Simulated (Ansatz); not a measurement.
Ansatz (a first-principles code) input:

Ansatz 0.2 input:
```yaml
crystal:
  lattice:
    - [0.0, 2.6368193641, 2.6368193641]
    - [2.6368193641, 0.0, 2.6368193641]
    - [2.6368193641, 2.6368193641, 0.0]
  atoms:
    - { symbol: Co, position: [0.0, 0.0, 0.0] }
    - { symbol: Si, position: [0.75, 0.75, 0.75] }
    - { symbol: Si, position: [0.25, 0.25, 0.25] }
kpoints:
  mp_grid: { grid: [13, 13, 13] }
hamiltonian:
  xc: lda
  pseudopotentials: { kind: paw }
scf:
  occupations: { method: fermi_dirac, width: 0.1 }
phonons:
  method: dfpt
  response_accuracy: low
  eigenvectors: true
  rigid_motions: translations
```

Output (shortened):

```
Pseudopotential: Co, paw, valence charge 17
Pseudopotential: Si, paw, valence charge 4
Functional definition: SPW92
Crystal: 3 atoms, lattice volume = 36.667 Å³
Basis set: ecut = 420 eV, 725 PW (Γ), exchange–correlation on 50×50×50 points (8 copies of the dense FFT grid, shifted against one another)
Bands: 17, of which v1, the nominal top of the filled ones, is band 13 counted from 1 (12 counted from 0)
Symmetry: 48 space group operations
k-points: 196 of 2197 (irreducible under 8 space group operations, time reversal used)
SCF iter   1: F=—  HF=-6281.940386 eV  |F-HF|=—  |Δ(HF+E_count)|=         —  Δρ=1.13e-2  dr2=2.50e-2  ethr=1.77e-3  ⟨swp⟩=5.0  Hψ=17152  notcnv=0
preconditioner: auto → Kerker (q_TF=auto, 2.560 Å⁻¹)
SCF iter   2: F=—  HF=-6281.937848 eV  |F-HF|=—  |Δ(HF+E_count)|=   2.54e-3  Δρ=4.25e-3  dr2=3.91e-3  ethr=9.98e-5  ⟨swp⟩=1.5  Hψ=5012  notcnv=0
SCF iter   3: F=—  HF=-6281.937434 eV  |F-HF|=—  |Δ(HF+E_count)|=   4.14e-4  Δρ=9.65e-4  dr2=2.74e-4  ethr=1.56e-5  ⟨swp⟩=1.0  Hψ=3332  notcnv=0
SCF iter   4: F=—  HF=-6281.937426 eV  |F-HF|=—  |Δ(HF+E_count)|=   7.67e-6  Δρ=1.99e-4  dr2=1.47e-5  ethr=1.10e-6  ⟨swp⟩=2.8  Hψ=5013  notcnv=0
SCF iter   5: F=—  HF=-6281.937415 eV  |F-HF|=—  |Δ(HF+E_count)|=   1.14e-5  Δρ=4.62e-5  dr2=1.22e-6  ethr=5.86e-8  ⟨swp⟩=2.0  Hψ=4996  notcnv=0
SCF iter   6: F=—  HF=-6281.937421 eV  |F-HF|=—  |Δ(HF+E_count)|=   5.89e-6  Δρ=5.24e-5  dr2=8.15e-7  ethr=4.86e-9  ⟨swp⟩=3.0  Hψ=5885  notcnv=0
SCF iter   7: F=—  HF=-6281.937420 eV  |F-HF|=—  |Δ(HF+E_count)|=   1.00e-7  Δρ=2.17e-5  dr2=1.06e-7  ethr=3.26e-9  ⟨swp⟩=2.3  Hψ=4346  notcnv=0
SCF iter   8: F=—  HF=-6281.937420 eV  |F-HF|=—  |Δ(HF+E_count)|=   1.18e-8  Δρ=9.74e-6  dr2=2.07e-8  ethr=4.25e-10  ⟨swp⟩=1.0  Hψ=3332  notcnv=0
SCF iter  10: F=-6281.937420 eV  HF=-6281.937420 eV  |F-HF|=6.37e-12  |Δ(HF+E_count)|=  3.00e-11  Δρ=1.89e-7  dr2=7.24e-12  ethr=1.00e-12  ⟨swp⟩=4.6  Hψ=15740  notcnv=0
SCF 1 converged in 10 iterations: F = -6281.937420 eV  dr2 = 7.24e-12
DFPT response loops at Γ: preconditioner auto → Kerker (q_TF=auto, 2.560 Å⁻¹) (partly filled bands, converged f_vac=0.000) …
SCF converged after 10 iterations
Free energy (F): -6281.937420 eV
Harris-Foulkes:  -6281.937420 eV  (|F-HF|=6.37e-12)
Internal energy: -6281.902319 eV  (E = F + TS)
E sigma→0 (E₀):  -6281.919870 eV
Entropy (-TS):   -0.035101 eV (-11.700 meV/atom)
Fermi energy:    13.381162 eV
--- Per-component energies (eV) ---
  E_band       = -271.195121
  E_kinetic    = 552.047705
  E_local      = -4052.663512  (includes V_loc(G=0)·N_el)
  E_nonlocal   = 510.181104
  E_hartree    = 1763.095993
  E_xc         = -273.707559
  E_vxc        = -307.488833  (∫ρ·V_xc dr)
  E_paw        = -2426.747478  (= ΣΔE_a)
  E_vpaw       = -499.463805  (= ΣTr[D̂ρ^β])
  E_aug_tail   = 0.000011  (compensation charges beyond the density's cutoff)
  E_ewald      = -2354.695495
  E_core_change = 0.586912  (= ΣΔE_core)
  E_smearing   = -0.035101  (= −TS)
  E_closure    = 0.000000  (closes the sum)
  Σ components = -6281.937420   (vs F -6281.937420, Δ=0.00e0)
  [band-id]    e_kinetic+e_local+e_nonlocal+2·e_hartree+e_vxc+e_vpaw+e_augmentation_tail = -271.195343   (vs E_band -271.195121, Δ=-2.22e-4)
--- Band table (eV; the first three rows and the last of 196) ---
  k-point 0: bands = ["-80.6627", "-44.3999", "-44.3999", "-44.3999", "-0.0739", "9.0698", "9.0698", "9.0698", "11.3122", "11.3122", "14.4951", "16.8434", "16.8434", "16.8434", "17.0012", "17.0012", "17.0012"]
  k-point 1: bands = ["-80.6627", "-44.4001", "-44.4000", "-44.4000", "0.0193", "8.8597", "9.1034", "9.1034", "11.2833", "11.2833", "14.5239", "15.5658", "16.2052", "16.2052", "17.6786", "17.6786", "18.3891"]
  k-point 2: bands = ["-80.6627", "-44.4006", "-44.4000", "-44.4000", "0.2972", "8.2828", "9.1965", "9.1965", "11.2172", "11.2172", "13.7541", "15.3790", "15.5131", "15.5131", "17.9638", "17.9638", "18.6329"]
  k-point 195: bands = ["-80.6627", "-44.4023", "-44.4020", "-44.4011", "4.7955", "5.2970", "7.1916", "7.3527", "10.7917", "10.9632", "11.3157", "11.8338", "12.6557", "16.9108", "17.4182", "19.1508", "20.4851"]
--- Phonons (Γ-DFPT): 2 representative perturbations + reference, on 196 of 2197 k-points (Σ response iterations 5) ---
  ASR residual: 2.426e-4 → 0.000e0 eV/Å²; symmetrization residual: 1.472e-5 eV/Å²
  ASR residual per site (eV/Å²): 2.43e-4 7.02e-6 7.02e-6
  Γ frequencies (cm⁻¹): 0.00 0.00 0.00 341.44 341.44 341.44 347.95 347.95 347.95
  non-analytic LO–TO correction: not included (Born effective charges unavailable; polar crystals: no LO–TO splitting at Γ)
```

Cost: very roughly 19 core-seconds on shared cores.

Space group Fm-3m (fluorite or antifluorite type). The LDA relaxation kept the symmetry of its start; phonons on a q-mesh show no instability. No spin polarisation was allowed. As this level gives no gap, phonon frequencies hold no LO–TO term and depend on the k-mesh and smearing (Fermi–Dirac, 0.1 eV here).

Potentials: the later of the program's two PAW sets.

Ansatz is a plane-wave DFT program.
